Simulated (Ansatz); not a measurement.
# Symmetry broken, then relaxed in ZnS

Method: DFT r2SCAN, scalar-relativistic, plane waves, PAW in Ansatz 0.2.0. Settings: plane waves to 500 eV, k-mesh 6×4×2 (Γ-centred), Gaussian smearing 0.05 eV. No spin polarisation. Energies are free energies at this smearing, counted from the undisturbed cell; pressure is positive in compression.

Zero of the scan (relaxed at this level):

```yaml
crystal:
  lattice:
    - [3.80874, 0.00000, 0.00000]
    - [0.00000, 6.59693, 0.00000]
    - [0.00000, 0.00000, 12.46647]
  atoms:
    - { symbol: Zn, position: [0.00000, 0.00000, 0.00011] }
    - { symbol: Zn, position: [0.50000, 0.50000, 0.00011] }
    - { symbol: Zn, position: [0.00000, 0.00000, 0.50011] }
    - { symbol: Zn, position: [0.50000, 0.50000, 0.50011] }
    - { symbol: Zn, position: [0.00000, 0.33333, 0.25007] }
    - { symbol: Zn, position: [0.50000, 0.83333, 0.25007] }
    - { symbol: Zn, position: [0.50000, 0.16667, 0.75007] }
    - { symbol: Zn, position: [0.00000, 0.66667, 0.75007] }
    - { symbol: S, position: [0.00000, 0.00000, 0.18724] }
    - { symbol: S, position: [0.50000, 0.50000, 0.18724] }
    - { symbol: S, position: [0.50000, 0.50000, 0.68724] }
    - { symbol: S, position: [0.00000, 0.00000, 0.68724] }
    - { symbol: S, position: [0.00000, 0.33333, 0.43758] }
    - { symbol: S, position: [0.50000, 0.83333, 0.43758] }
    - { symbol: S, position: [0.50000, 0.16667, 0.93758] }
    - { symbol: S, position: [0.00000, 0.66667, 0.93758] }
```

The atoms are displaced (Å, in the unstrained cell):

```tsv
atom	ux	uy	uz
Zn1	0.003	0.003	0.001
Zn2	0.003	0.003	0.001
Zn3	0.003	0.003	0.001
Zn4	0.003	0.003	0.001
Zn5	0.003	0.003	0.001
Zn6	0.003	0.003	0.001
Zn7	-0.038	-0.040	-0.013
Zn8	0.003	0.003	0.001
S9	0.003	0.003	0.001
S10	0.003	0.003	0.001
S11	0.003	0.003	0.001
S12	0.003	0.003	0.001
S13	0.003	0.003	0.001
S14	0.003	0.003	0.001
S15	0.003	0.003	0.001
S16	0.003	0.003	0.001
```

Cell and atoms are then relaxed.

Problem. Does the relaxation return to the undisturbed structure?

Solution. Yes (up to a choice of domain or origin): same space group and volume, and an energy 0.0 meV/atom from it. The disturbance itself cost 0.8 meV/atom. The final space group reads P6_3mc (tolerance 0.05 Å) and the volume changes by -0.01 %.

Final structure:

```
Zn S
1.0
     3.80902    0.00002   -0.00013
     0.00004    6.59535   -0.00025
    -0.00041   -0.00048   12.46721
Zn S
8 8
Direct
  0.00014 0.00002 0.00012
  0.50014 0.49999 0.00009
  0.00007 0.00012 0.50009
  0.50007 0.50007 0.50015
  0.00019 0.33344 0.25007
  0.50006 0.83340 0.25008
  0.49926 0.16649 0.75006
  0.00012 0.66653 0.75008
  0.00005 0.00005 0.18725
  0.50017 0.50005 0.18722
  0.50002 0.49988 0.68727
  0.99944 0.99987 0.68722
  0.00009 0.33347 0.43758
  0.50001 0.83342 0.43759
  0.50006 0.16660 0.93756
  0.00012 0.66662 0.93757
```

The relaxation, step by step (energy from the first step; small jumps at an unchanged geometry come where the plane waves are selected anew for the new cell):

| step | ΔE (meV/atom) | largest force component (eV/Å) | pressure (GPa) |
| --- | --- | --- | --- |
| 1 | 0.0 | 0.327 | 0.01 |
| 2 | -0.5 | 0.182 | 0.01 |
| 3 | -0.8 | 0.004 | 0.00 |
| 4 | -0.8 | 0.004 | 0.00 |

Frames along the relaxation (Å, eV/Å):

```xyz
16
Lattice="3.809 0.000 0.000 0.000 6.597 0.000 0.000 0.000 12.466" Properties=species:S:1:pos:R:3:forces:R:3 pbc="T T T" step=1
Zn    0.003    0.003    0.002    0.004    0.005    0.001
Zn    1.907    3.301    0.002   -0.001   -0.003   -0.015
Zn    0.003    0.003    6.236    0.002    0.000   -0.041
Zn    1.907    3.301    6.236   -0.001    0.002    0.026
Zn    3.811    2.202    3.118    0.000   -0.004   -0.004
Zn    1.907    5.500    3.118    0.001    0.005   -0.009
Zn    1.867    1.060    9.338    0.272    0.327    0.141
Zn    3.811    4.401    9.352    0.004   -0.071   -0.003
S     3.811    0.003    2.335   -0.002   -0.002    0.010
S     1.907    3.301    2.335    0.000    0.000    0.003
S     1.907    3.301    8.568   -0.008   -0.124    0.034
S     0.003    0.003    8.568   -0.262   -0.126   -0.090
S     3.811    2.202    5.456    0.000   -0.005    0.001
S     1.907    5.500    5.456    0.003    0.008    0.010
S     1.907    1.102   11.689   -0.012   -0.020   -0.064
S     3.811    4.401   11.689    0.000    0.008    0.001
16
Lattice="3.808 0.000 0.000 -0.001 6.596 -0.001 -0.001 -0.001 12.468" Properties=species:S:1:pos:R:3:forces:R:3 pbc="T T T" step=2
Zn    0.003    0.003    0.003    0.002    0.002    0.000
Zn    1.906    3.300    0.000   -0.001   -0.001   -0.003
Zn    0.002    0.002    6.234    0.002    0.002   -0.007
Zn    1.905    3.299    6.237   -0.001    0.000    0.003
Zn    3.810    2.200    3.118    0.000    0.001   -0.001
Zn    1.905    5.498    3.117    0.000   -0.002   -0.002
Zn    1.874    1.073    9.346    0.175    0.182    0.070
Zn    3.810    4.393    9.351    0.003   -0.010   -0.001
S     3.810    0.001    2.336   -0.001   -0.001    0.000
S     1.906    3.300    2.333    0.000    0.001    0.004
S     1.906    3.297    8.568   -0.011   -0.081    0.025
S    -0.003    0.000    8.569   -0.159   -0.082   -0.054
S     3.810    2.200    5.455    0.001   -0.001    0.000
S     1.905    5.498    5.455   -0.001    0.001    0.004
S     1.906    1.100   11.691   -0.010   -0.008   -0.040
S     3.809    4.399   11.689    0.001   -0.002    0.002
16
Lattice="3.809 0.000 0.000 0.000 6.595 0.000 0.000 0.000 12.467" Properties=species:S:1:pos:R:3:forces:R:3 pbc="T T T" step=3
Zn    0.001    0.000    0.002   -0.001   -0.001    0.000
Zn    1.905    3.298    0.001    0.000   -0.001    0.001
Zn    0.000    0.001    6.235   -0.001   -0.001    0.001
Zn    1.905    3.298    6.235    0.000    0.000    0.000
Zn    3.810    2.199    3.117    0.000   -0.001    0.000
Zn    1.905    5.496    3.118    0.000    0.000    0.000
Zn    1.901    1.098    9.351    0.004    0.000   -0.001
Zn    3.809    4.396    9.351   -0.002    0.000   -0.001
S     3.809    0.000    2.334    0.000    0.000    0.000
S     1.905    3.298    2.334    0.000    0.000   -0.001
S     1.904    3.297    8.568    0.000    0.001   -0.001
S    -0.002   -0.001    8.568    0.001    0.001    0.000
S     3.809    2.199    5.455   -0.001    0.000   -0.001
S     1.904    5.496    5.455    0.001    0.001   -0.001
S     1.904    1.098   11.689    0.000    0.000    0.002
S     3.809    4.396   11.689    0.000    0.001    0.001
16
Lattice="3.809 0.000 0.000 0.000 6.595 0.000 0.000 0.000 12.467" Properties=species:S:1:pos:R:3:forces:R:3 pbc="T T T" step=4
Zn    0.001    0.000    0.002   -0.001   -0.001    0.000
Zn    1.905    3.298    0.001    0.000   -0.001    0.001
Zn    0.000    0.001    6.235   -0.001   -0.001    0.001
Zn    1.905    3.298    6.235    0.000    0.000    0.000
Zn    3.810    2.199    3.117    0.000   -0.001    0.000
Zn    1.905    5.496    3.118    0.000    0.000    0.000
Zn    1.901    1.098    9.351    0.004    0.000    0.000
Zn    3.809    4.396    9.351   -0.002    0.000   -0.001
S     3.809    0.000    2.334    0.000    0.000    0.000
S     1.905    3.298    2.334    0.000    0.000   -0.001
S     1.904    3.297    8.568    0.000    0.001   -0.001
S    -0.002   -0.001    8.568    0.001    0.001    0.000
S     3.809    2.199    5.455   -0.001    0.000   -0.001
S     1.904    5.496    5.455    0.001    0.001   -0.001
S     1.904    1.098   11.689    0.000    0.000    0.002
S     3.809    4.396   11.689    0.000    0.001    0.001
```

Cost: 3 runs of about 15 core-minutes in all, on Intel Xeon Platinum 8375C (Ice Lake) (shared hosts).